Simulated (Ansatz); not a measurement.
Two states of MgW

```
CELL_PARAMETERS angstrom
4.46967 0.00690 0.04136
0.00835 5.51903 0.10380
0.07055 0.09027 4.79298
ATOMIC_POSITIONS crystal
W 0.06109 0.23095 0.29502
W 0.04660 0.83265 0.84774
Mg 0.53594 0.64678 0.28292
Mg 0.55750 0.30063 0.77668
```

Single point in Ansatz 0.2.0 with PBE. Cutoff 420 eV, PAW datasets, 4×3×4 Γ-centred k mesh, fermi-dirac filling (width 0.1 eV).

State A: no moments (no spin polarisation). State B: W1 down, W2 up (collinear spin).

Problem. Compare the two self-consistent states.

Solution. State B is lower by 52.7 meV an atom at zero smearing; in free energy at this smearing B lies -50.0 meV an atom from A.

```json
{"state": "A", "free energy (meV/atom)": "50.0", "largest moment in a small sphere (μB)": "0.00", "net moment (μB/cell)": "0.00", "gap on mesh (eV)": "metal", "pressure (GPa)": "-20.4", "largest force (eV/Å)": "2.42"}
{"state": "B", "free energy (meV/atom)": "0.0", "largest moment in a small sphere (μB)": "2.29", "net moment (μB/cell)": "0.49", "gap on mesh (eV)": "metal", "pressure (GPa)": "-16.5", "largest force (eV/Å)": "1.77"}
```

Origin: a strained cell with displaced atoms, so it need not be a known compound. Caveats: the k mesh is coarse if the cell is a metal; atoms or cell far from equilibrium.
